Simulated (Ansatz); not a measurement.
BiP (WC-type structure)

The computed numbers are results of PBEsol, scalar-relativistic (no spin polarisation) in the plane-wave PAW code Ansatz at 420 eV, 10×10×8 k-mesh, Gaussian smearing of 0.05 eV. The datasets are Ansatz's generated set soft_2.

```
CELL_PARAMETERS angstrom
3.85036 0.00000 0.00000
-1.92518 3.33451 0.00000
0.00000 0.00000 3.74393
ATOMIC_POSITIONS crystal
Bi 0.00000 0.00000 0.00000
P 0.66667 0.33333 0.50000
```

The cell came from substitution into a structure type; whether the compound takes it is for experiment to say.

The run above is the reference. The same cell was run again with other input settings; several of them aren't fit for production, so the rows show the settings' effect and aren't properties of the material.

```tsv
keys changed	outcome	ΔE (meV/atom)	P (GPa)	gap on the mesh (eV)	cell moment (μB)	largest force component (eV/Å)	SCF iterations	rough core-seconds	new warnings
none (reference)	converged	0.0	0.0	metal	–	0.000	–	–	–
scf.eigensolver.kind: "davidson"; basis.ecutrho_ratio: 4 → 6; scf.occupations.method: "gaussian" → "fermi_dirac"; scf.occupations.width: 0.05 → 0.001	converged	0.0	-0.1	metal	–	0.000	6	10	–
kpoints.mp_grid.grid: [10, 10, 8] → [12, 12, 10]	converged	-3.4	0.2	metal	–	0.000	7	13	–
basis.ecutrho_ratio: 4 → 8	converged	0.0	0.0	metal	–	0.000	7	13	–
crystal.symmetry: {"detect": false}	converged	0.0	0.0	metal	–	0.000	7	40	–
```

These changes also left energy (to 0.1 meV/atom), pressure, gap, moment and forces as in the reference: scf.mixing.algorithm: "anderson"; scf.mixing.beta: 0.7; scf.mixing.ndim: 16; scf.lower_state_search: "standard".

ΔE is the energy with the smearing extrapolated to zero. It is left out where the change alters the Hamiltonian or the spin treatment. The varied runs start from atomic densities (corrected by the program's trained start where that serves), with the default search for lower states unless a row changes it.

Problem. What happens with these changes: scf.eigensolver.kind: "davidson"; basis.precision: "f64"; scf.convergence.dr2_threshold: 1e-08; hamiltonian.dispersion: "d3bjatm"?

Solution. outcome converged, P (GPa) -2.6, gap on the mesh (eV) metal, largest force component (eV/Å) 0.000, SCF iterations 8, rough core-seconds 10, new warnings stress scf threshold loose.

The pair part of a dispersion correction pulls inward (a three-body part mostly pushes out), and in metals and ionic crystals with large ions it often overbinds.

Of the reference: No spin–orbit coupling, a notable omission for heavy elements. A displaced or strained copy of the relaxed cell lay 4.9 meV/atom lower, so the structure isn't a true minimum at this level, unless the mesh, which matters in a metal, makes it so.
